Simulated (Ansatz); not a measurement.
**Ag, first-principles data**

Ag:
```cif
data_Ag2
_chemical_formula_sum 'Ag2'
_space_group_name_H-M_alt 'P 1'
_space_group_IT_number 1
_cell_length_a 4.31216
_cell_length_b 4.31216
_cell_length_c 4.31216
_cell_angle_alpha 60.000
_cell_angle_beta 60.000
_cell_angle_gamma 60.000
loop_
_space_group_symop_operation_xyz
  'x, y, z'
loop_
_atom_site_label
_atom_site_type_symbol
_atom_site_fract_x
_atom_site_fract_y
_atom_site_fract_z
_atom_site_occupancy
Ag1 Ag 0.00000 0.00000 0.00000 1
Ag2 Ag 0.25000 0.25000 0.25000 1
```

Space group Fd-3m (No. 227), diamond; conventional cell a = b = c = 6.098 Å, α = β = γ = 90.00°.

Method: plane-wave PAW r²SCAN (Ansatz code). Structure relaxed to zero pressure with the same functional. Other levels are named where they apply.

### Cell and energy

- Volume per atom: 28.35 Å³
- Density: 6.32 g/cm³

### Electronic structure

- Electronic character = metallic (no gap)
- Density of states at the Fermi level = 0.31 states/eV per atom (mean over ±0.08 eV)
- Gap with spin–orbit coupling = none (metallic)

### Mechanics

* **Bulk modulus (Birch–Murnaghan fit)**: 39.0 GPa
* **Pressure derivative B′**: 5.5
* **Elastic constants (relaxed ions, GPa)**: C11 = 31.3, C12 = 42.5, C44 = -11.9
* **Mechanical stability**: unstable (C has a negative eigenvalue)

The start of the workflow was typed in or built on a structure type; neither database checked (COD, Materials Project) lists it. It is not the phase usual at ambient conditions (space group No. 225). The cell was relaxed with r²SCAN under the symmetry of its start. No spin polarisation was allowed. As this level gives no gap, shear constants depend on the k-mesh and smearing (Fermi–Dirac, 0.1 eV here). Scalar-relativistic: spin–orbit coupling is off unless named, which matters more the heavier the elements.

Potentials: the earlier of the program's two PAW sets.
